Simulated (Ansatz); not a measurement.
# Cold compression of Nb (sc type)

```
Nb
1.0
     2.68309    0.00000    0.00000
     0.00000    2.68309    0.00000
     0.00000    0.00000    2.68309
Nb
1
Cartesian
  0.0000 0.0000 0.0000
```

The cell comes from a relaxation on PAW files under the same functional, begun from a prototype that needn't be the stable phase.

Its volume is scaled at fixed shape and fractional positions.

Computed with Ansatz 0.2.0; functional PBEsol, scalar-relativistic. Settings: a Γ-centred 14×14×14 k mesh, Fermi–Dirac smearing of 0.1 eV, no spin polarisation. Methods: LAPW: all electrons, basis error target 1 meV/atom; PAW: frozen-core files, cutoff 420 eV; crystal datasets: all electrons, by PAW datasets that the program makes for each cell; norm-conserving: pseudopotentials, cutoff 1116 eV.

Energies are extrapolated to zero smearing and count from the unscaled cell; pressure is positive in compression; gaps take the mesh and a band path. No temperature or zero-point motion is included.

The PAW files were made under PBE. The structure type is held throughout; the real material can change phase at far lower pressure.

```csv
V/V0,V (Å³/atom),P LAPW (GPa),ΔE LAPW (eV/atom),P PAW − LAPW (GPa),ΔE PAW − LAPW (meV/atom)
1.00,19.32,0.00,0.000,0.00,0.0
0.90,17.38,?,?,?,?
0.80,15.45,48.8,0.480,-0.01,-0.1
0.70,13.52,102.1,1.358,-0.04,-0.3
0.60,11.59,198.7,3.113,-0.12,-1.3
0.50,9.66,390.3,6.528,-0.32,-3.7
0.40,7.73,831.1,13.514,-1.39,-12.0
```

Question: Fit the Vinet equation to the LAPW pressures shown (residuals weighted by 1/(|P| + 0.03·Pmax)), and predict the pressure of the withheld row.

Answer: The fit gives V0 = 19.33 Å³/atom, B0 = 126 GPa and B0′ = 4.77. At 17.38 Å³/atom, x = (V/V0)^(1/3) = 0.9652, and P = 3·B0·(1 − x)/x²·exp[1.5·(B0′ − 1)·(1 − x)] = 17.19 GPa. The run itself gave 18.18 GPa (-5.5 % off) and ΔE = 0.096 eV/atom.

Question: From the table, what is the rise of the enthalpy H = E + pV up to the last row, and how stiff is the crystal between the last two rows?

Answer: ΔH = 13.514 eV + (831.1 GPa × 7.73 Å³ − 0.00 GPa × 19.32 Å³) × 0.006242 eV/(GPa·Å³) = 53.59 eV/atom, of which pV makes 75 %. The mean bulk modulus there is −ΔP/Δln V = 1980 GPa.

Question: At the smallest volume, how far do crystal datasets and norm-conserving lie from LAPW in pressure?

Answer: crystal datasets: 0.00 GPa; norm-conserving: +8.41 GPa, on a LAPW pressure of 831.1 GPa.

Question: How do the Löwdin populations by LAPW change from the unscaled cell to the last row?

Answer: Nb 4s 1.93 → 1.73, Nb 5s 0.68 → 0.40, Nb 4p 5.96 → 5.71, Nb 4d 4.40 → 5.09 electrons an atom. These are projections on the shells that the free atoms fill; 0.04 e a cell lies outside them at the start and 0.09 e at the end.
